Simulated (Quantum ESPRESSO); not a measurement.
# Al4PdHfZrGa: different elements on one site, starting from this cell

Simulated, not a measurement. The program is pw.x of Quantum ESPRESSO 7.5 (plane-wave density functional theory). The cell is made up: eight metal atoms on a face-centred cubic lattice, with elements, volume, strain and displacements drawn at random and not relaxed, so it may be unstable or far from any real phase. PseudoDojo standard norm-conserving files set the functional (PBE unless stated); there is no spin polarisation or spin-orbit coupling, the Fermi-Dirac width of 0.25 eV means electrons at about 2900 K, and the masses in the input are unused placeholders. Heavy elements are run without spin-orbit coupling, which real alloys of them have. A spin test at this wide smearing found no moment, but such smearing suppresses magnetism that the real alloy may have.

The runs put different elements on site 6. Cell, positions, cutoff, mesh and smearing stay as in the input of run 1; sites are counted in its order. Stress in the tables is positive in tension.

Input of run 1:

```
&control calculation='scf', pseudo_dir='./dojo.nc.sr.pbe.v0_5.standard.upf', outdir='./o', disk_io='minimal', tprnfor=.true., tstress=.true. /
&system ibrav=0, nat=8, ntyp=5, nbnd=47, ecutwfc=84.00895049, nosym=.true., tot_charge=0,
 occupations='smearing', smearing='fd', degauss=0.0183746611
/
&electrons conv_thr=1.470e-08, electron_maxstep=70, mixing_beta=0.5 /
ATOMIC_SPECIES
Al 1.0 Al.upf
Ga 1.0 Ga.upf
Hf 1.0 Hf.upf
Pd 1.0 Pd.upf
Zr 1.0 Zr.upf
CELL_PARAMETERS angstrom
-0.0122 2.1262 2.106
-4.1199 2.1099 -2.0654
-3.9667 -6.1279 6.0917
ATOMIC_POSITIONS angstrom
Al -0.0043 0.0007 0.0577
Pd -3.9808 -4.1449 4.1108
Hf -3.9402 -2.1001 2.0321
Zr -4.0725 0.2356 -0.136
Al -1.8864 -1.9078 3.9823
Ga -2.1643 -0.0164 2.1478
Al -2.1237 2.3025 0.144
Al -6.0142 -2.0957 4.0444
K_POINTS automatic
8 5 3 1 1 1
```

```
run  elements on sites 1 to 8  -TS (eV)  pressure (GPa)  stress xx (GPa)  stress yy (GPa)  stress zz (GPa)  stress yz (GPa)  stress xz (GPa)  stress xy (GPa)  iterations
  1   Al Pd Hf Zr Al Ga Al Al    -0.847            1.99            -2.03            -1.01            -2.92            -0.16             3.35            -1.58          18
  2   Al Pd Hf Zr Al Ta Al Al    -1.054            6.47            -6.41            -5.39            -7.59             0.89             2.21            -0.26          17
  3   Al Pd Hf Zr Al Zr Al Al    -1.100           10.05            -9.54            -9.50           -11.09             1.52             2.26            -0.45          17
  4   Al Pd Hf Zr Al Pd Al Al    -1.020            1.61            -1.11            -0.64            -3.08            -0.27             1.91            -0.15          18
  5    Al Pd Hf Zr Al V Al Al    -1.258            1.00            -0.35            -0.28            -2.35             0.27             2.04            -0.22          20
```

Forces Fx Fy Fz (eV/Å):

| site | run 1 | run 2 | run 3 | run 4 | run 5 |
| --- | --- | --- | --- | --- | --- |
| 1 | -0.05 1.03 -0.90 | -0.29 1.01 -0.95 | 0.09 1.17 -1.14 | -0.38 0.94 -0.85 | -0.46 0.91 -0.84 |
| 2 | -0.05 -0.27 0.25 | 0.17 -0.29 0.27 | 0.16 -0.29 0.28 | 0.01 -0.23 0.22 | 0.13 -0.28 0.27 |
| 3 | -1.37 -0.02 0.08 | -2.08 -0.36 0.46 | -2.65 -0.83 0.87 | -1.34 0.31 -0.28 | -0.90 0.36 -0.33 |
| 4 | -0.43 -0.98 1.29 | -0.54 -1.28 1.61 | -0.49 -1.15 1.51 | -0.26 -1.03 1.31 | -0.83 -1.27 1.61 |
| 5 | -0.34 -1.20 1.26 | -0.10 -1.54 1.59 | -0.10 -1.82 1.84 | -0.04 -1.24 1.29 | -0.12 -1.09 1.14 |
| 6 | 1.03 0.91 -1.01 | 1.61 2.03 -2.11 | 1.73 2.28 -2.34 | 0.79 0.81 -0.80 | 0.96 1.00 -1.03 |
| 7 | 1.42 0.24 -0.94 | 1.56 0.17 -0.83 | 1.52 0.33 -0.94 | 1.43 0.08 -0.80 | 1.53 0.11 -0.79 |
| 8 | -0.21 0.29 -0.02 | -0.34 0.26 -0.04 | -0.25 0.30 -0.08 | -0.21 0.34 -0.08 | -0.31 0.27 -0.04 |

Energies are left out, as each element's file has its own zero. A rerun of one cell of this series at a higher cutoff and on a denser mesh moved values by no more than 0.004 eV in energy, 0.10 GPa in stress and 0.019 eV/Å in force, and a second program with other atomic files agreed on that cell to 2 % rms in force and 0.5 GPa in pressure.